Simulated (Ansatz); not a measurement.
Ir$_{3}$W: computed property card

Ir3W:
```
CELL_PARAMETERS angstrom
      3.87047     0.00000     0.00000
      0.00000     3.87047     0.00000
      0.00000     0.00000     3.87047
ATOMIC_POSITIONS crystal
  Ir 0.00000 0.50000 0.50000
  Ir 0.50000 0.50000 0.00000
  Ir 0.50000 0.00000 0.50000
  W  0.00000 0.00000 0.00000
```

Space group Pm-3m (No. 221), Cu3Au type; conventional cell a = 3.8705 Å, b = 3.8705 Å, c = 3.8705 Å, α = 90.00°, β = 90.00°, γ = 90.00°.

Method: DFT-r²SCAN in the program Ansatz with PAW potentials. Structure relaxed to zero pressure with the same functional. Other levels are named where they apply.

**Cell and energy**

Volume per atom: 14.50 Å³
Density: 21.78 g/cm³
Formation energy from the elements (no fitted shifts): -0.29 eV/atom

**Electronic structure**

- Electronic character = metallic (no gap)
- Density of states at the Fermi level = 0.65 states/eV per atom (mean over ±0.08 eV)
- Gap with spin–orbit coupling = none (metallic)

**Mechanics**

- Bulk modulus (Birch–Murnaghan fit) = 3750 kbar
- Pressure derivative B′ = 4.8
- Elastic constants (relaxed ions, GPa) = C11 = 617, C12 = 255, C44 = 263
- Mechanical stability = stable (all eigenvalues of C positive)
- Hill bulk and shear moduli = 376 and 226 GPa
- Young's modulus = 566 GPa
- Poisson's ratio = 0.25
- Debye temperature from the elastic constants = 437 K

**Charges**

Bader charges: Ir -0.44, W +1.32 e

A made-up cell: these elements were put on the sites of a structure type; neither database checked (COD, Materials Project) lists it. COD files the formula under space group No. 194. Whether it is the stable phase at ambient conditions was not checked. Symmetry was held in the r²SCAN relaxation; whether a distortion lowers the energy is not shown. No spin polarisation was allowed. As this level gives no gap, shear constants depend on the k-mesh and smearing (Fermi–Dirac, 0.1 eV here). The references are the lowest solids computed at this level, not always the standard phases. Spin–orbit coupling is left out wherever it is not named.

Potentials: the earlier of the program's two PAW sets. The files were generated under PBE; for other functionals the program regenerates the frozen cores, and for LDA and PBEsol the local potential too.
